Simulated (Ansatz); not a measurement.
CdTe (started from an entry of an open crystallographic database), relaxed with r2SCAN: 9 runs in the PAW code Ansatz, each a construction of maximally localised Wannier functions. The symmetry is F-43m (No. 216, cubic); a = 6.560 Å in the conventional setting, 35.28 Å³ an atom. Cd is surrounded by 4 Te at 2.84 Å; Te is surrounded by 4 Cd at 2.84 Å. Calculated for a static, non-magnetic cell.

```yaml
crystal:
  lattice:
    - [0.00000, 3.27990, 3.27990]
    - [3.27990, 0.00000, 3.27990]
    - [3.27990, 3.27990, 0.00000]
  atoms:
    - { symbol: Cd, position: [0.00000, 0.00000, 0.00000] }
    - { symbol: Te, position: [0.25000, 0.25000, 0.25000] }
```

Windows count from the top of the filled bands; a dash means that no such window was set (without an outer window there is no disentanglement). Rows marked drawn have settings drawn at random (some not listed).

```json
{"functional": "PBE", "SCF mesh": "6×6×6", "trial orbitals": "Te s, Te p", "functions": "4", "mesh": "4×4×4", "window (eV)": "–", "frozen (eV)": "–", "settings": "chosen", "Ω total (Å²)": "9.92", "Ω invariant (Å²)": "9.38", "largest spread (Å²)": "2.48", "least projectability": "0.77", "interpolation miss of the model's filled bands (eV, to the nearest computed level)": "0.346"}
{"functional": "PBE", "SCF mesh": "6×6×6", "trial orbitals": "Te s, Te p", "functions": "4", "mesh": "6×6×6", "window (eV)": "–", "frozen (eV)": "–", "settings": "chosen", "Ω total (Å²)": "11.13", "Ω invariant (Å²)": "10.67", "largest spread (Å²)": "2.78", "least projectability": "0.76", "interpolation miss of the model's filled bands (eV, to the nearest computed level)": "0.169"}
{"functional": "PBE", "SCF mesh": "6×6×6", "trial orbitals": "Te p", "functions": "3", "mesh": "4×4×4", "window (eV)": "–", "frozen (eV)": "–", "settings": "chosen", "Ω total (Å²)": "9.70", "Ω invariant (Å²)": "9.33", "largest spread (Å²)": "3.23", "least projectability": "0.73", "interpolation miss of the model's filled bands (eV, to the nearest computed level)": "0.355"}
{"functional": "PBE", "SCF mesh": "6×6×6", "trial orbitals": "Cd d, Te p", "functions": "8", "mesh": "4×4×4", "window (eV)": "–", "frozen (eV)": "–", "settings": "chosen", "Ω total (Å²)": "12.41", "Ω invariant (Å²)": "11.69", "largest spread (Å²)": "2.91", "least projectability": "0.74", "interpolation miss of the model's filled bands (eV, to the nearest computed level)": "0.357"}
{"functional": "PBE", "SCF mesh": "6×6×6", "trial orbitals": "Cd d", "functions": "5", "mesh": "4×4×4", "window (eV)": "–", "frozen (eV)": "–", "settings": "chosen", "Ω total (Å²)": "4.69", "Ω invariant (Å²)": "4.63", "largest spread (Å²)": "1.16", "least projectability": "0.79", "interpolation miss of the model's filled bands (eV, to the nearest computed level)": "0.013"}
{"functional": "r2SCAN", "SCF mesh": "6×6×6", "trial orbitals": "Te s, Te p", "functions": "4", "mesh": "4×4×4", "window (eV)": "–", "frozen (eV)": "–", "settings": "chosen", "Ω total (Å²)": "9.80", "Ω invariant (Å²)": "9.27", "largest spread (Å²)": "2.45", "least projectability": "0.77", "interpolation miss of the model's filled bands (eV, to the nearest computed level)": "0.292"}
{"functional": "r2SCAN", "SCF mesh": "6×6×6", "trial orbitals": "Cd d", "functions": "5", "mesh": "4×4×4", "window (eV)": "–", "frozen (eV)": "–", "settings": "chosen", "Ω total (Å²)": "4.75", "Ω invariant (Å²)": "4.68", "largest spread (Å²)": "1.18", "least projectability": "0.78", "interpolation miss of the model's filled bands (eV, to the nearest computed level)": "0.014"}
{"functional": "HSE06", "SCF mesh": "4×4×4", "trial orbitals": "Te s, Te p", "functions": "4", "mesh": "4×4×4", "window (eV)": "–", "frozen (eV)": "–", "settings": "chosen", "Ω total (Å²)": "9.94", "Ω invariant (Å²)": "9.45", "largest spread (Å²)": "2.48", "least projectability": "0.71", "interpolation miss of the model's filled bands (eV, to the nearest computed level)": "–"}
{"functional": "PBE", "SCF mesh": "6×6×6", "trial orbitals": "Cd d, Te p (loose tolerance)", "functions": "8", "mesh": "4×4×4", "window (eV)": "–", "frozen (eV)": "–", "settings": "drawn", "Ω total (Å²)": "12.41", "Ω invariant (Å²)": "11.69", "largest spread (Å²)": "2.91", "least projectability": "0.74", "interpolation miss of the model's filled bands (eV, to the nearest computed level)": "0.357"}
```

For Te s, Te p with PBE the spread goes 9.92 Å² (4×4×4), 11.13 Å² (6×6×6): finite differences on a coarse mesh understate it.

No spin-orbit coupling is included; it can move band edges with weight on the heavy atoms by tenths of an eV.
